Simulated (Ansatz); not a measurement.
## Ag (Fm-3m), two-dimensional strain map

These are results of DFT r2SCAN, scalar-relativistic, plane waves, PAW in Ansatz, not measurements. Cutoff 500 eV, Γ-centred 20×20×20 k-points, Gaussian smearing of 0.15 eV. No spin polarisation. Energies are free energies at this smearing, counted from the undisturbed cell; pressure is positive in compression.

The undisturbed cell (as given, not relaxed at this level; it stands at 1.4 GPa):

```yaml
crystal:
  lattice:
    - [0.00000, 2.04310, 2.04310]
    - [2.04310, 0.00000, 2.04310]
    - [2.04310, 2.04310, 0.00000]
  atoms:
    - { symbol: Ag, position: [0.00000, 0.00000, 0.00000] }
```

The cell is strained by p along both x and y and by q along z, fractional coordinates fixed. Points are written (p, q).

Energy above the undisturbed cell in meV/atom (a dash: not computed):

| p \ q | -0.050 | -0.025 | 0.000 | 0.025 | 0.050 |
| --- | --- | --- | --- | --- | --- |
| -0.050 | 191.4 | ? | 90.9 | 62.4 | 46.0 |
| -0.025 | 85.7 | 48.7 | 24.7 | ? | 9.2 |
| 0.000 | 27.8 | 8.5 | 0.0 | 0.6 | ? |
| 0.025 | ? | – | 6.7 | – | 36.1 |
| 0.050 | 14.5 | 22.5 | 37.3 | 57.7 | 83.2 |

Question: Fill in the withheld energies.

Answer: (-0.050, -0.025): 133.2; (-0.025, 0.025): 12.1; (0.000, 0.050): 9.1; (0.025, -0.050): 7.1.